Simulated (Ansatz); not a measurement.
# SbPt: all-electron results

```xyz
4
Lattice="4.1300 0.0000 0.0000 -2.0650 3.5767 0.0000 0.0000 0.0000 5.4720" Properties=species:S:1:pos:R:3 pbc="T T T"
Sb    0.0000    2.3845    1.3680
Sb    2.0650    1.1922    4.1040
Pt    0.0000    0.0000    0.0000
Pt    0.0000    0.0000    2.7360
```

Atom numbers follow the list: Sb1, Sb2, Pt3, Pt4.

The conventional cell has a = 4.130 Å, b = 4.130 Å, c = 5.472 Å, α = 90.00°, β = 90.00°, γ = 120.00°. Sb (atom 1) is surrounded by 6 Pt at 2.75 Å. Pt (atom 3) is surrounded by 2 Pt at 2.74 Å and 6 Sb at 2.75 Å.

The cell is COD entry 1010041, as deposited and not checked against the literature; nothing was relaxed.

Spin–orbit coupling is left out, though it moves levels of the heavy atoms by tenths of an eV or more.

Methods: DFT, LDA, all-electron LAPW, scalar-relativistic (Ansatz 0.2.0); DFT, LDA, PAW with Ansatz's default frozen-core files, scalar-relativistic (Ansatz 0.2.0).

For LAPW: a Γ-centred 11×11×8 k mesh, Fermi–Dirac smearing of 0.08 eV, basis error target 0.5 meV/atom, no spin polarisation. PAW takes a cutoff of 420 eV at this cell (files made with PBE, cores remade for this functional). The Ansatz runs share mesh, smearing and spin set-up. Values come from LAPW unless marked.

- Band gap: none: bands cross the Fermi level, a metal
- Stress xx, yy, zz (compression positive): 0.39, 0.39, -0.99 GPa
- Density of states at the Fermi level (0.2 eV bin): 1.79 states/eV per cell
- Löwdin charges (with 0.33 e of the cell spilling out of the atomic basis, so their sizes and signs hang on that basis): Sb1 0.00, Pt3 0.17 e
- Bader charges (from the PAW run): Sb1 +0.72, Pt3 -0.72 e
- Volume per atom: 20.21 Å³
- Pressure at this cell: -0.07 GPa
